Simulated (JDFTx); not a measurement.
System: CuAu(100) (P4/mmm bulk; lattice of mp-522, not re-optimised at this level), 1x1 cell of 7 atoms in 7 planes (Cu outermost, slab composition Cu4Au3), area 10.21 Å² a face, 8.2 Å between the outermost planes in a cell 24.6 Å high; k mesh 8×6×1, Fermi width 0.01 Ha, no spin polarisation. Whether this polymorph is the ambient one wasn't checked.

Method: PBE, GBRV ultrasoft potentials, plane waves to 20/100 Ha, in JDFTx (a modified build). Liquid: linear PCM (GLSSA13), water, 2 M KCl. Between zero charge and 0.29 V from it the run gives σ = 5.1 μC/cm², a mean capacitance of 17.6 μF/cm². The liquid has ε = 78.4, a 1:1 salt at 2 M with linear (Debye) response, and T = 298 K.

Working it through: the Debye length, the diffuse-layer capacitance, and the inner capacitance that is left when the two stand in series.

Each ion has density c = 2 × 6.022×10⁻⁴ = 1.204e-03 Å⁻³. λ² = ε kT / (8π (e²/4πε₀) c) with kT = 0.02568 eV and e²/4πε₀ = 14.40 eV Å gives λ = 2.15 Å; the log prints 2.15 Å. C_diffuse = ε₀ε/λ = 323 μF/cm². Then 1/C_inner = 1/17.6 − 1/323, so C_inner = 18.6 μF/cm², which equals a vacuum gap of ε₀/C_inner = 0.48 Å. The diffuse layer takes 5 % of the potential drop; the rest lies between the electrode's charge and the onset of the dielectric, with the electrode's own (quantum) capacitance in it. The split is a model: in the calculation solvent and ions share one smooth cavity.
